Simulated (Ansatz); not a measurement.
What DFT gives for LiYbB$_{2}$

```yaml
crystal:
  lattice:
    - [1.53221, 2.65386, 0.00000]
    - [-1.53221, 2.65386, 0.00000]
    - [0.00000, 0.00000, 10.97252]
  atoms:
    - { symbol: Li, position: [0.00000, 0.00000, 0.00000] }
    - { symbol: Li, position: [0.00000, 0.00000, 0.50000] }
    - { symbol: Yb, position: [0.33330, 0.33340, 0.75000] }
    - { symbol: Yb, position: [0.66660, 0.66670, 0.25000] }
    - { symbol: B, position: [0.33330, 0.33340, 0.12850] }
    - { symbol: B, position: [0.66660, 0.66670, 0.62850] }
    - { symbol: B, position: [0.33330, 0.33340, 0.37150] }
    - { symbol: B, position: [0.66670, 0.66670, 0.87150] }
```

Method: PBE, no spin polarisation; PAW, plane waves to 420 eV, 9×9×3 Γ-centred mesh, fermi-dirac occupations (width 0.1 eV) (Ansatz 0.2.0), atoms fixed.

Problem. Is it stable against the elements?

Solution. 1.39 eV an atom against the elements' usual phases (free molecules for gases, crystals otherwise, with no correction for O₂ or N₂), so at this geometry it isn't bound against them. Relaxing would lower it.

Problem. Is the cell too large or too small?

Solution. The pressure is 36.4 GPa (compression positive), so with the atoms held at these fractions the cell would first expand; the forces are large, so a full relaxation may end otherwise. The principal stresses 27.1, 41.1, 41.1 GPa differ, so its shape would change too.

Problem. Metal or insulator?

Solution. It is a metal, with about 4.7 states/eV a cell as the mean within 0.25 eV of the Fermi level, mostly B p (46 %), Yb f (22 %) and Yb d (22 %).

Problem. Where is the largest force?

Solution. The largest is on B6 (and as large on other atoms): 2.63 eV/Å, components (0.00, 0.00, -2.63). It makes 127° with the line to a nearest neighbour, Yb3 at 2.22 Å.

Origin: a known structure type with other elements, at an estimated volume, so it need not be a known compound. Caveats: no spin polarisation, so a magnetic state may lie lower; atoms or cell far from equilibrium; f levels without a U or exact exchange are poorly placed.
